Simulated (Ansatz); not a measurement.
Sheets of one type (MA2Z4 (prismatic core, outer Z over the empty site)-type), the program Ansatz at the PBE level (PAW); HSE06 gaps on those cells.

```json
[
 {"layer": "VAs4Si2", "a (Å)": "3.642", "thickness (Å)": "9.81"},
 {"layer": "MoAs4Si2", "a (Å)": "3.618", "thickness (Å)": "9.93"},
 {"layer": "WAs4Si2", "a (Å)": "___", "thickness (Å)": "___"},
 {"layer": "WP4Si2", "a (Å)": "3.478", "thickness (Å)": "9.37"},
 {"layer": "NbAs4Si2", "a (Å)": "3.682", "thickness (Å)": "9.96"},
 {"layer": "WN4Si2", "a (Å)": "2.914", "thickness (Å)": "7.01"}
]
```

What belongs in the gaps?


- WAs4Si2, a (Å): 3.623
- WAs4Si2, thickness (Å): 9.92

Spin orders computed, not proven ground states: VAs4Si2, MA2Z4 (prismatic core, outer Z over the empty site)-type layer ferromagnetic. Began spin-polarised and lost the moments: NbAs4Si2, MA2Z4 (prismatic core, outer Z over the empty site)-type layer. All cells were relaxed under the symmetry of their starts (and spin orders); stability against distortions was not tested throughout. Rows with no word on spin ran without spin polarisation. Spin–orbit coupling is left out wherever it is not named. Constructed layers (a layer type filled with these elements): VAs4Si2, MA2Z4 (prismatic core, outer Z over the empty site)-type layer; MoAs4Si2, MA2Z4 (prismatic core, outer Z over the empty site)-type layer; WAs4Si2, MA2Z4 (prismatic core, outer Z over the empty site)-type layer; WP4Si2, MA2Z4 (prismatic core, outer Z over the empty site)-type layer; NbAs4Si2, MA2Z4 (prismatic core, outer Z over the empty site)-type layer.

Potentials: the later of the program's two PAW sets.
